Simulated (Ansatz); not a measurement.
Data:

Zn2SeS:
```cif
data_S3Se3Zn6
_chemical_formula_sum 'Zn6 Se3 S3'
_space_group_name_H-M_alt 'R3m :H'
_space_group_IT_number 160
_space_group_name_Hall 'R 3 -2"'
_cell_length_a 3.88434
_cell_length_b 3.88434
_cell_length_c 19.05128
_cell_angle_alpha 90.000
_cell_angle_beta 90.000
_cell_angle_gamma 120.000
loop_
_atom_site_label
_atom_site_type_symbol
_atom_site_symmetry_multiplicity
_atom_site_Wyckoff_symbol
_atom_site_fract_x
_atom_site_fract_y
_atom_site_fract_z
_atom_site_occupancy
Zn1 Zn 3 a 0.00000 0.00000 0.99609 1
Zn2 Zn 3 a 0.00000 0.00000 0.50375 1
Se1 Se 3 a 0.00000 0.00000 0.37566 1
S1 S 3 a 0.00000 0.00000 0.87453 1
```
(The calculation used a cell of 4 atoms; values per cell refer to that cell.)

This is the PBEsol-relaxed structure.

Question: All from DFT-PBEsol in the program Ansatz with PAW potentials, unless another level is named. Estimate the static dielectric constant ε0 (ions relaxed, cell fixed).

Answer: 9.75 (xx = yy), 9.67 (zz).

Question: Predict the Born charges (a third of the trace).

Answer: Zn +1.94 to +2.03, Se -1.88, S -2.09 e.

Question: And the electronic dielectric constant ε∞ (DFPT)?

Answer: 6.77 (xx = yy), 6.72 (zz).

The first step of the workflow began from a Materials Project structure, measured or hypothetical; the Crystallography Open Database copy checked does not list it. Whether it is the stable phase at ambient conditions was not checked. The PBEsol relaxation kept the symmetry of its start; of distortions, only those at the zone centre were tested. Scalar-relativistic: spin–orbit coupling is off unless named, which matters more the heavier the elements.

Potentials: the later of the program's two PAW sets.
